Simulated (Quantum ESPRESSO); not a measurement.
```cif
data_Ba2MgO6W
_chemical_formula_sum 'O6 Mg1 Ba2 W1'
_space_group_name_H-M_alt 'P 1'
_space_group_IT_number 1
_cell_length_a 5.82399
_cell_length_b 5.82399
_cell_length_c 5.82399
_cell_angle_alpha 60.000
_cell_angle_beta 60.000
_cell_angle_gamma 60.000
loop_
_space_group_symop_operation_xyz
  'x, y, z'
loop_
_atom_site_label
_atom_site_type_symbol
_atom_site_fract_x
_atom_site_fract_y
_atom_site_fract_z
_atom_site_occupancy
O1 O 0.76132 0.76132 0.23868 1
O2 O 0.23868 0.23868 0.76132 1
O3 O 0.23868 0.76132 0.76132 1
O4 O 0.76132 0.23868 0.23868 1
O5 O 0.76132 0.23868 0.76132 1
O6 O 0.23868 0.76132 0.23868 1
Mg1 Mg 0.50000 0.50000 0.50000 1
Ba1 Ba 0.75000 0.75000 0.75000 1
Ba2 Ba 0.25000 0.25000 0.25000 1
W1 W 0.00000 0.00000 0.00000 1
```

The geometry is that of Materials Project entry mp-18986, symmetrised and not relaxed again.

Problem. What does PBEsol (Quantum ESPRESSO, PseudoDojo norm-conserving, 84 Ry, scalar-relativistic) give for the electronic structure near the Fermi level?

Solution. The PBEsol gap is indirect, 2.73 eV, from Γ to X; the smallest direct gap is 2.78 eV. Without spin-orbit coupling, band edges of such heavy elements can be off by tenths of an eV.
